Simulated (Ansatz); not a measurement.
CrN in space group P-6m2 (No. 187; Cr on 1f, N on 1c) under volume change, DFT-r²SCAN in the program Ansatz with PAW potentials, shape and atoms relaxed at each volume.

| V (Å³/atom) | E − E(relaxed) (meV/atom) | P (GPa) |
|---|---|---|
| 7.242 | 83.5 | 41.32 |
| 7.481 | 34.6 | 24.75 |
| 7.720 | 8.3 | 11.12 |
| 7.959 | 0.0 | 0.01 |
| 8.197 | 7.1 | -9.20 |
| 8.436 | 26.3 | -16.10 |
| 8.675 | 55.6 | -22.96 |

Q: What does a third-order Birch–Murnaghan fit give for V₀, B₀ and B′?

A: V₀ = 7.96 Å³/atom, B₀ = 336 GPa, B′ = 5.6.

The workflow started from a Materials Project entry (that database holds measured and hypothetical structures alike); the Crystallography Open Database copy checked does not list it. COD files the formula under space group No. 225, so this cell is another polymorph or a model. Whether it is the stable phase at ambient conditions was not checked. Symmetry was held in the r²SCAN relaxation; whether a distortion lowers the energy is not shown. Magnetic state: ferromagnetic, the only order run, not a proven ground state. The cell computed holds one magnetic atom, so no antiferromagnetic order was within reach. Other orbital occupations within this spin state were not tried. No Hubbard U is applied.

Potentials: the later of the program's two PAW sets.
